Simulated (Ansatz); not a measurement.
MoW:
```
MoW
1.0
    3.16054     0.00000     0.00000
    0.00000     3.16054     0.00000
    0.00000     0.00000     3.16054
Mo W
1 1
Direct
  0.00000   0.00000   0.00000
  0.50000   0.50000   0.50000
```

Relaxed with r²SCAN. Special points in fractions of this cell's reciprocal vectors: Γ (0.000, 0.000, 0.000); X (0.000, 0.500, 0.000); M (0.500, 0.500, 0.000); R (0.500, 0.500, 0.500).

**Question.** List the band energies nearest the Fermi level at these points for r²SCAN with spin–orbit coupling in the plane-wave PAW code Ansatz.

**Answer.** In eV from the Fermi level; about four levels below and three above (degenerate sets whole), none deeper than 8.9 eV; points with the same levels are listed once.

```csv
k,below,above
Γ,-1.47 -1.47 -1.47 -1.47 -1.16 -1.16,2.22 2.22 2.22 2.22
X,-0.65 -0.65 -0.28 -0.28,0.87 0.87 1.51 1.51
M,-3.70 -3.70 -3.61 -3.61,0.62 0.62 1.32 1.32
R,-2.86 -2.86 -2.86 -2.86 -2.85 -2.85,2.72 2.72 2.72 2.72
```

Space group Pm-3m (CsCl type). The start of the workflow was typed in or built on a structure type; neither database checked (COD, Materials Project) lists it. Its standing as an ambient phase is unchecked. The r²SCAN relaxation kept the symmetry of its start; its stability against distortions is not shown here. No spin polarisation was allowed.

Potentials: the earlier of the program's two PAW sets.
